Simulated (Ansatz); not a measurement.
## Two inputs for HfO2 with Bi replacing Hf

This input was run with Ansatz:

```yaml
crystal:
  lattice:
    - [0.0, 5.115, 5.115]
    - [5.115, 0.0, 5.115]
    - [5.115, 5.115, 0.0]
  atoms:
    - { symbol: Bi, position: [0.0, 0.0, 0.0], spin: 1.0 }
    - { symbol: Hf, position: [0.0, 0.0, 0.5] }
    - { symbol: Hf, position: [0.0, 0.5, 0.0] }
    - { symbol: Hf, position: [0.0, 0.5, 0.5] }
    - { symbol: Hf, position: [0.5, 0.0, 0.0] }
    - { symbol: Hf, position: [0.5, 0.0, 0.5] }
    - { symbol: Hf, position: [0.5, 0.5, 0.0] }
    - { symbol: Hf, position: [0.5, 0.5, 0.5] }
    - { symbol: O, position: [0.125, 0.125, 0.125] }
    - { symbol: O, position: [0.125, 0.125, 0.625] }
    - { symbol: O, position: [0.125, 0.625, 0.125] }
    - { symbol: O, position: [0.125, 0.625, 0.625] }
    - { symbol: O, position: [0.625, 0.125, 0.125] }
    - { symbol: O, position: [0.625, 0.125, 0.625] }
    - { symbol: O, position: [0.625, 0.625, 0.125] }
    - { symbol: O, position: [0.625, 0.625, 0.625] }
    - { symbol: O, position: [0.375, 0.375, 0.375] }
    - { symbol: O, position: [0.375, 0.375, 0.875] }
    - { symbol: O, position: [0.375, 0.875, 0.375] }
    - { symbol: O, position: [0.375, 0.875, 0.875] }
    - { symbol: O, position: [0.875, 0.375, 0.375] }
    - { symbol: O, position: [0.875, 0.375, 0.875] }
    - { symbol: O, position: [0.875, 0.875, 0.375] }
    - { symbol: O, position: [0.875, 0.875, 0.875] }
magnetization:
  spin_polarized: true
kpoints:
  mp_grid: { grid: [2, 2, 2] }
scf:
  occupations: { method: fermi_dirac, width: 0.01 }
hamiltonian:
  xc: pbe
  pseudopotentials: { kind: paw }
output:
  forces: true
  stress: true
  populations: true
  efg:
    quadrupole_moments_barn: { Bi: -0.516, Hf: 3.365, O: -0.02558 }
    contact_densities: true
basis:
  ecutrho_ratio: 8
```

```sh
ansatz run input.yaml --threads 1 --pin off --max-ram 3072MiB --backend cpu --events-out ev --progress --plain --runs-dir out
```

It converged. Of its output the block on the nuclei alone is shown, without the SCF iterations, energies, forces and stress (one atom of each set):

```
--- PAW observables at the nuclei: V_zz in 10²¹ V/m², potentials from the cell's mean, atoms counted from 1 ---
  atom   1  Bi V_zz =    +0.000000   η = 0.0000   by run symmetry: forbidden   C_q = -0.0000 MHz
            electrostatic potential = -17835.132447 V   contact ρ = 17906312.535112 e/Å³   contact ρ_s (e/Å³): all electrons +0.000090, valence +0.000075
  atom   2  Hf V_zz =    -1.394233   η = 0.9091   by run symmetry: allowed   C_q = -113.4422 MHz
            electrostatic potential = -14180.250992 V   contact ρ = 7528558.730517 e/Å³   contact ρ_s (e/Å³): all electrons -0.000022, valence -0.000012
  atom   8  Hf V_zz =    -0.000000   η = 0.0000   by run symmetry: forbidden   C_q = -0.0000 MHz
            electrostatic potential = -14180.184538 V   contact ρ = 7528566.956034 e/Å³   contact ρ_s (e/Å³): all electrons -0.000005, valence -0.000008
  atom   9  O  V_zz =    +2.140592   η = 0.0000   by run symmetry: allowed   C_q = -1.3240 MHz
            electrostatic potential = -631.575156 V   contact ρ = 2157.269809 e/Å³   contact ρ_s (e/Å³): all electrons +0.000005, valence +0.000006
  atom  12  O  V_zz =    +0.415806   η = 0.0000   by run symmetry: allowed   C_q = -0.2572 MHz
            electrostatic potential = -631.486854 V   contact ρ = 2156.519630 e/Å³   contact ρ_s (e/Å³): all electrons +0.000001, valence +0.000001
```

Problem. Can these gradients be trusted, and how do they compare with a run on standard settings?

Solution. Not as converged values. Against the standard input the change is `kpoints.mp_grid.grid`: [3, 3, 3] → [2, 2, 2]; `basis.ecutrho_ratio`: not typed → 8. A site carries the number of its first atom; V_zz in 10²¹ V/m².

```tsv
site	V_zz standard	η standard	V_zz here	η here
Bi	0.00	–	0.00	–
Hf2	-1.12	0.87	-1.39	0.91
O9	2.30	0.00	2.14	0.00
O12	0.16	0.00	0.42	0.00
```

The largest change of V_zz is on Hf2, from -1.12 to -1.39. In per cent, |V_zz| changes by -7 on O (all sites that start above 2). Other sites without a gradient aren't listed. SCF iterations: 16 and 12. New warnings: filled band counts differ across k points. In the changed run the k-mesh is coarser than the standard one, so its values aren't converged ones.

On the reference run: The defect repeats with the cell of 24 atoms, so it feels its images: sites between two images don't show the values beside a lone defect, and zeros or small values of η there can come from the images' arrangement. This high-symmetry form of HfO2 is unstable when cold, to shifts of the oxygen columns, towards the tetragonal form. The symmetry of the cell holds that distortion back, wholly or in part, and it would change the field gradients, the more the larger the distortion. The defect cell has no gap above 0.1 eV on its mesh, so the values can hang on the smearing and the k-mesh. Without spin–orbit coupling the gradients at and beside Bi and Hf can be off by some per cent, at some sites by more. The start moments die out, and the run ends without spin. The neighbours have not yet relaxed around the defect (largest force 1.4 eV/Å), so a real crystal will differ.
